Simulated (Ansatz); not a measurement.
AlCo₃B:
```cif
data_AlBCo3
_chemical_formula_sum 'Al1 Co3 B1'
_space_group_name_H-M_alt 'P 1'
_space_group_IT_number 1
_cell_length_a 3.74424
_cell_length_b 3.74424
_cell_length_c 3.74424
_cell_angle_alpha 90.000
_cell_angle_beta 90.000
_cell_angle_gamma 90.000
loop_
_space_group_symop_operation_xyz
  'x, y, z'
loop_
_atom_site_label
_atom_site_type_symbol
_atom_site_fract_x
_atom_site_fract_y
_atom_site_fract_z
_atom_site_occupancy
Al1 Al 0.00000 0.00000 0.00000 1
Co1 Co 0.00000 0.50000 0.50000 1
Co2 Co 0.50000 0.00000 0.50000 1
Co3 Co 0.50000 0.50000 0.00000 1
B1 B 0.50000 0.50000 0.50000 1
```
The run is spin-polarised; directions of the spins, atom by atom: 0 ↑ ↑ ↑ 0.

Relaxed with r²SCAN.

Q: Tabulate the valence density and the electron localisation function along the shortest Co–Co contact (2.65 Å), the program Ansatz at the r²SCAN level (PAW).

A: 

```csv
distance from Co (Å),density (e/Å³),ELF
0.26,29.13,0.94
0.40,13.76,0.81
0.53,5.71,0.53
0.66,2.38,0.28
0.79,1.08,0.17
0.93,0.58,0.15
1.06,0.41,0.20
1.19,0.36,0.32
1.32,0.34,0.39
1.46,0.36,0.32
1.59,0.41,0.20
1.72,0.58,0.15
1.85,1.08,0.17
1.99,2.38,0.28
2.12,5.71,0.53
2.25,13.76,0.81
2.38,29.13,0.94
```

The density is the valence pseudo-density with augmentation charge, so density and ELF within about 1 Å of a nucleus are not all-electron values.

Space group Pm-3m (anti-perovskite). The start of the workflow was typed in or built on a structure type; neither database checked (COD, Materials Project) lists it. Its standing as an ambient phase is unchecked. The cell was relaxed with r²SCAN under the symmetry of its start; its stability against distortions is not shown here. The final state is ferromagnetic, chosen from 4 collinear starts compared on coarse meshes (ties went to the first, and starts can fall back to one state), not a proven ground state. The volume moved by -15 % from the start of the relaxation. Other orbital occupations within this spin state were not tried.

Potentials: the later of the program's two PAW sets.
